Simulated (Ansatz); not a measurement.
ZnSe:
```
ZnSe
1.0
    0.00000     2.83300     2.83300
    2.83300     0.00000     2.83300
    2.83300     2.83300     0.00000
Zn Se
1 1
Cartesian
  0.00000   0.00000   0.00000
  1.41650   1.41650   1.41650
```

Relaxed with r²SCAN.

Problem. Give the Bader charges and basin volumes of the independent atoms, DFT-r²SCAN in the program Ansatz with PAW potentials.

Solution. 

```csv
atom,Bader charge (e),Bader volume (Å³)
Zn1,+0.84,14.6
Se2,-0.84,30.8
```

Space group F-43m (zinc blende). The r²SCAN relaxation kept the symmetry of its start.

Potentials: the earlier of the program's two PAW sets.
